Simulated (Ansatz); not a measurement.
Polymorphs of GaP, each relaxed with the program Ansatz at the PBE level (PAW):

A: CsCl type (Pm-3m)
a = b = c = 3.2172 Å, α = β = γ = 90.00°

| atom | site | symmetry | x | y | z |
|---|---|---|---|---|---|
| Ga | 1a | m-3m | 0.0000 | 0.0000 | 0.0000 |
| P | 1b | m-3m | 0.5000 | 0.5000 | 0.5000 |

B: rock salt (Fm-3m)
a = b = c = 5.1577 Å, α = β = γ = 90.00°

```
atom  site  symmetry       x       y       z
----  ----  --------  ------  ------  ------
Ga      4a      m-3m  0.0000  0.0000  0.0000
P       4b      m-3m  0.5000  0.5000  0.5000
```

**Question.** Order them by energy per atom at 0 K (lowest first) at the level PBE.

**Answer.** B (+0 meV/atom), A (+346 meV/atom)

Constructed cells (a structure type filled with these elements, in neither database checked): A. Typed or built starts, not in the databases checked: B. Not the usual ambient phase: A; B. All cells were relaxed under the symmetry of their starts (and spin orders); stability against distortions was not tested throughout. Scalar-relativistic: spin–orbit coupling is off unless named, which matters more the heavier the elements.

Energies hold the estimated change up to a 700 eV cutoff; steps of a few meV lie near the error of the meshes.

Potentials: the earlier of the program's two PAW sets.
